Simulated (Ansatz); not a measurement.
An Ansatz input:

```yaml
crystal:
  lattice:
    - [0.0, 3.7546766555, 3.7546766555]
    - [3.7546766555, 0.0, 3.7546766555]
    - [3.7546766555, 3.7546766555, 0.0]
  atoms:
    - { symbol: Ba, position: [0.125, 0.125, 0.125] }
    - { symbol: Ba, position: [0.875, 0.875, 0.875] }
hamiltonian:
  xc: pbesol
  pseudopotentials:
    kind: paw
    azcp:
      Ba: "pseudopotentials/Ba.paw.azcp"
basis:
  ecutwfc: 420
  fft_grid_basis: typed
kpoints:
  mp_grid: { grid: [8, 8, 8], shift: [0, 0, 0] }
magnetization:
  spin_polarized: false
scf:
  occupations: { method: fermi_dirac, width: 0.1 }
  lower_state_search: "off"
output:
  stress: true
  write_density: true
  write_potential: true
  elf: true
  volumetric_format: npy
```

Terminal output

```
Warning: the record states the generating functional pbe (its physics header spells it `PBE`), which answers neither for hamiltonian.xc's functional nor for the pbesol family's — results may be inconsistent (PPs are generated against a specific XC)
Engine: ansatz 0.2.0, x86_64-unknown-linux-gnu
Pseudopotentials: kind: paw
Pseudopotential: Ba, paw, valence charge 10, recommended cutoff 420 eV (normal) 
Functional definition: PBEsol
  exchange = pbesol_x
  correlation = pbesol_c
Crystal: 2 atoms, lattice volume = 105.864 Å³
Basis set: ecut = 420 eV, 2085 PW (Γ)
Bands: 14, of which v1, the nominal top of the filled ones, is band 10 counted from 1 (9 counted from 0)
Symmetry: 48 space group operations
Space group: Fd-3m (ITA 227), of the structure as read, at distance tolerance 4.7e-5 Å
k-points: 29 of 512
Non-local potential: Ba, projectors of the file, l = 0: 3, l = 1: 2, l = 2: 2, l = 3: 2
PAW form: soft (Blöchl's): semilocal exchange-correlation on the pseudo side does not see the compensation charge
PAW frozen core: Ba, regenerated for the run's functional, and the local potential with it (the file was generated under x = pbe(κ = 0.804, μ = 0.2195149727645171), c = pbe(β = 0.06672455060314922))
PAW one-centre angular grid: Ba, 194 points (default); XC on 64 Gauss nodes
Initial density: superposition of atomic densities (neutral atoms: chi_scale 0, normalization atom), corrected by the library's trained network
Initial wavefunctions: pseudopotential atomic-orbital guess
Functional: x = pbesol(κ = 0.804, μ = 0.12345679012345678), c = pbesol(β = 0.046)
SCF iter   1: F=—  HF=-11723.512505 eV  |F-HF|=—  |Δ(HF+E_count)|=         —  Δρ=4.07e-3  dr2=1.21e-2  ethr=1.77e-3  ⟨swp⟩=9.4  Hψ=3039  notcnv=0
SCF iter   2: F=—  HF=-11723.513671 eV  |F-HF|=—  |Δ(HF+E_count)|=   1.17e-3  Δρ=2.45e-3  dr2=5.10e-3  ethr=6.07e-5  ⟨swp⟩=1.0  Hψ=639  notcnv=0
SCF iter   3: F=—  HF=-11723.514898 eV  |F-HF|=—  |Δ(HF+E_count)|=   1.23e-3  Δρ=3.85e-4  dr2=2.68e-4  ethr=2.55e-5  ⟨swp⟩=2.1  Hψ=662  notcnv=0
SCF iter   4: F=—  HF=-11723.514898 eV  |F-HF|=—  |Δ(HF+E_count)|=   1.28e-7  Δρ=9.30e-5  dr2=7.75e-6  ethr=1.34e-6  ⟨swp⟩=2.1  Hψ=482  notcnv=0
SCF iter   5: F=—  HF=-11723.514896 eV  |F-HF|=—  |Δ(HF+E_count)|=   1.51e-6  Δρ=2.31e-5  dr2=9.93e-7  ethr=3.88e-8  ⟨swp⟩=2.1  Hψ=664  notcnv=0
SCF iter   6: F=-11723.514896 eV  HF=-11723.514896 eV  |F-HF|=2.56e-9  |Δ(HF+E_count)|=   8.36e-8  Δρ=3.34e-6  dr2=1.43e-8  ethr=5.00e-10  ⟨swp⟩=8.1  Hψ=3390  notcnv=0
SCF 1 converged in 6 iterations: F = -11723.514896 eV  dr2 = 1.43e-8
SCF converged after 6 iterations
Free energy (F): -11723.514896 eV
Harris-Foulkes:  -11723.514896 eV  (|F-HF|=2.56e-9)
Internal energy: -11723.440618 eV  (E = F + TS)
E sigma→0 (E₀):  -11723.477757 eV
Entropy (-TS):   -0.074279 eV (-37.139 meV/atom)
Fermi energy:    6.744439 eV
--- Per-component energies (eV) ---
  E_band       = -153.098293
  E_kinetic    = 339.817744
  E_local      = -802.136172  (includes V_loc(G=0)·N_el)
  E_nonlocal   = 117.747393
  E_hartree    = 268.146235
  E_xc         = -333.057974
  E_vxc        = -270.759419  (∫ρ·V_xc dr)
  E_paw        = -10281.309146  (= ΣΔE_a)
  E_vpaw       = -74.062551  (= ΣTr[D̂ρ^β])
  E_aug_tail   = -0.000004  (compensation charges beyond the density's cutoff)
  E_ewald      = -1032.951559
  E_core_change = 0.302866  (= ΣΔE_core)
  E_smearing   = -0.074279  (= −TS)
  E_closure    = 0.000000  (closes the sum)
  Σ components = -11723.514896   (vs F -11723.514896, Δ=0.00e0)
--- Stress (GPa, compression-positive) ---
       -0.481154       0.000000       0.000000
        0.000000      -0.481154      -0.000000
        0.000000       0.000000      -0.481154
  P = ⅓ Tr σ = -0.4812 GPa (-4.812 kbar)
--- Band table (eV; the first three rows and the last of 29) ---
  k-point 0: bands = ["-22.5718", "-21.7144", "-8.1171", "-8.1171", "-8.1171", "-6.7643", "-6.7643", "-6.7643", "4.6793", "6.9224", "6.9224", "8.1668", "8.1668", "8.1668"]
  k-point 1: bands = ["-22.5493", "-21.7407", "-8.1459", "-8.1459", "-8.1206", "-6.7537", "-6.7276", "-6.7276", "4.8821", "6.8224", "6.8224", "8.1078", "8.4027", "8.4027"]
  k-point 2: bands = ["-22.4882", "-21.8114", "-8.2100", "-8.2100", "-8.1330", "-6.7214", "-6.6445", "-6.6445", "5.4095", "6.7432", "6.7432", "7.9609", "8.3283", "8.5264"]
  k-point 28: bands = ["-22.1608", "-22.1608", "-8.4792", "-8.4792", "-7.4174", "-7.4174", "-6.3115", "-6.3115", "5.9460", "5.9460", "7.8148", "7.8148", "8.7014", "8.7014"]
```
